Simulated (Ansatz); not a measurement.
An Ansatz (an electronic-structure program) run. Input:

Ansatz 0.2 input:
```yaml
crystal:
  lattice:
    - [1.4893158234, -4.540301805, 0.0]
    - [1.4893158234, 4.540301805, 0.0]
    - [0.0, 0.0, 4.081502378]
  atoms:
    - { symbol: Al, position: [0.5924186686, 0.4075813314, 0.25] }
    - { symbol: Ru, position: [0.8642651933, 0.1357348067, 0.25] }
    - { symbol: Al, position: [0.4075813314, 0.5924186686, 0.75] }
    - { symbol: Ru, position: [0.1357348067, 0.8642651933, 0.75] }
kpoints:
  mp_grid: { grid: [14, 14, 10] }
hamiltonian:
  xc: r2scan
  pseudopotentials: { azcp: { folder: ./paw }, kind: paw }
scf:
  occupations: { method: gaussian, width: 0.1 }
checkpoint: { read: metal.run }
output: { write_density: true, elf: true, volumetric_format: npy }
basis: { fft_grid_basis: typed }
```

Output (shortened):

```
Pseudopotential: Al, paw, valence charge 3
Pseudopotential: Ru, paw, valence charge 16
Functional definition: r2SCAN
Crystal: 4 atoms, lattice volume = 55.198 Å³
Basis set: ecut = 500 eV, 1399 PW (Γ), exchange–correlation on 144×144×120 points (64 copies of the dense FFT grid, shifted against one another)
Bands: 27, of which v1, the nominal top of the filled ones, is band 19 counted from 1 (18 counted from 0)
Symmetry: 8 space group operations
Space group: Cmcm (ITA 63), of the structure as read, at distance tolerance 3.8e-5 Å
k-points: 342 of 1960
Stability of the state it starts from, as read at its close in the unpolarized treatment …
iter 1 solved again at ethr=1.36e-7 eV; its pass at ethr=3.10e-3 eV (dr2=5.17e-5 eV) is discarded
SCF iter   1: F=—  HF=-12864.329251 eV  |F-HF|=—  |Δ(HF+E_count)|=         —  Δρ=6.79e-7  dr2=2.08e-10  dr2_τ=2.40e-11  ethr=1.36e-7  ⟨swp⟩=3.1  Hψ=63545  notcnv=0
preconditioner: auto → Kerker (q_TF=auto, 2.564 Å⁻¹)
SCF iter   2: F=-12864.329251 eV  HF=-12864.329251 eV  |F-HF|=3.64e-12  |Δ(HF+E_count)|=   4.68e-8  Δρ=2.64e-7  dr2=2.02e-11  dr2_τ=1.73e-11  ethr=1.00e-12  ⟨swp⟩=6.9  Hψ=39732  notcnv=0
SCF 1 converged in 2 iterations: F = -12864.329251 eV  dr2 = 2.02e-11
SCF converged after 2 iterations
Free energy (F): -12864.329251 eV
Harris-Foulkes:  -12864.329251 eV  (|F-HF|=3.64e-12)
Internal energy: -12864.314474 eV  (E = F + TS)
E sigma→0 (E₀):  -12864.321863 eV
Entropy (-TS):   -0.014776 eV (-3.694 meV/atom)
Fermi energy:    15.423683 eV
--- Per-component energies (eV) ---
  E_band       = -301.650588
  E_kinetic    = 975.293357
  E_local      = -3667.885882  (includes V_loc(G=0)·N_el)
  E_nonlocal   = 851.824347
  E_hartree    = 1324.780687
  E_xc         = -399.686248
  E_vxc        = -546.358416  (∫ρ·V_xc dr)
  E_paw        = -7993.818552  (= ΣΔE_a)
  E_vpaw       = -602.196700  (= ΣTr[D̂ρ^β])
  E_aug_tail   = 0.001295  (compensation charges beyond the density's cutoff)
  E_vtau       = 38.110080  (kinetic-family band-sum trace: ∫τ·v_τ [+ j·A + Jᵃ·Aᵃ] dr)
  E_ewald      = -3954.081357
  E_core_change = -0.742121  (= ΣΔE_core)
  E_smearing   = -0.014776  (= −TS)
  E_closure    =  0.000000  (closes the sum)
  Σ components = -12864.329251   (vs F -12864.329251, Δ=0.00e0)
  [band-id]    e_kinetic+e_local+e_nonlocal+2·e_hartree+e_vxc+e_vpaw+e_augmentation_tail+e_vtau = -301.650546   (vs E_band -301.650588, Δ=4.19e-5)
--- Band table (eV; the first three rows and the last of 342) ---
  k-point 0: bands = ["-58.7410", "-58.7240", "-28.0882", "-28.0721", "-27.9757", "-27.9659", "-27.8766", "-27.8632", "5.1987", "9.0864", "11.5925", "11.7103", "12.2847", "13.2681", "14.4163", "14.5674", "14.6715", "14.7121", "14.7307", "14.8157", "15.8443", …
  k-point 1: bands = ["-58.7406", "-58.7244", "-28.0852", "-28.0706", "-27.9788", "-27.9689", "-27.8763", "-27.8635", "5.3049", "9.1252", "11.4267", "11.7922", "12.2912", "13.1505", "14.2146", "14.4280", "14.4773", "14.7417", "14.7817", "15.0054", "16.0523", …
  k-point 2: bands = ["-58.7394", "-58.7256", "-28.0765", "-28.0658", "-27.9877", "-27.9774", "-27.8753", "-27.8645", "5.6185", "9.1672", "11.1405", "11.8832", "12.2759", "12.9045", "13.9896", "14.1186", "14.1566", "14.5530", "15.0432", "15.2488", "16.5446", …
  k-point 341: bands = ["-58.7323", "-58.7323", "-28.0992", "-28.0992", "-27.9614", "-27.9614", "-27.8699", "-27.8699", "8.4815", "8.4815", "10.3780", "10.3780", "12.3928", "12.3928", "13.5921", "13.5921", "14.3466", "14.3466", "14.7413", "14.7413", …
```

Cost: about 50 core-seconds (a rough figure) on shared cores.

The start of the workflow was typed in or built on a structure type; neither database checked (COD, Materials Project) lists it. COD files the formula under space group No. 221, so this cell is another polymorph or a model. Whether it is the stable phase at ambient conditions was not checked. The cell was relaxed with r²SCAN under the symmetry of its start; its stability against distortions is not shown here. The run is not spin-polarised. Spin–orbit coupling is left out wherever it is not named.

Potentials: the earlier of the program's two PAW sets.

Ansatz is a plane-wave DFT program.
